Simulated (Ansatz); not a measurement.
Relaxed-ion elastic tensor of ZnSnN2 in space group R-3m (No. 166; Sn on 3a, Zn on 3b, N on 6c) in GPa (Voigt order), r²SCAN+D4 in the plane-wave PAW code Ansatz; density 7.95 g/cm³, 11.08 Å³ per atom.

|  | 1 | 2 | 3 | 4 | 5 | 6 |
|---|---|---|---|---|---|---|
| 1 | 401 | 127 | 86.4 | -56.2 | 0.0 | 0.0 |
| 2 | 127 | 401 | 86.4 | 56.2 | 0.0 | 0.0 |
| 3 | 86.4 | 86.4 | 361 | 0.0 | 0.0 | 0.0 |
| 4 | -56.2 | 56.2 | 0.0 | 32.6 | 0.0 | 0.0 |
| 5 | 0.0 | 0.0 | 0.0 | 0.0 | 32.6 | -56.2 |
| 6 | 0.0 | 0.0 | 0.0 | 0.0 | -56.2 | 137 |

Question: Is the crystal mechanically stable?

Answer: Yes: the smallest eigenvalue of C is 8.1 GPa.

Question: Work out the Voigt and Reuss bounds. Is their mean of use?

Answer: K_V = 196, K_R = 194; G_V = 98.1, G_R = 18.9 GPa. The bounds lie so far apart that a Hill average or a Debye temperature from it would say little.

A made-up cell: these elements were put on the sites of a structure type; neither database checked (COD, Materials Project) lists it. Its standing as an ambient phase is unchecked. The r²SCAN+D4 relaxation kept the symmetry of its start; its stability against distortions is not shown here. Scalar-relativistic: spin–orbit coupling is off unless named, which matters more the heavier the elements.

Potentials: the earlier of the program's two PAW sets.
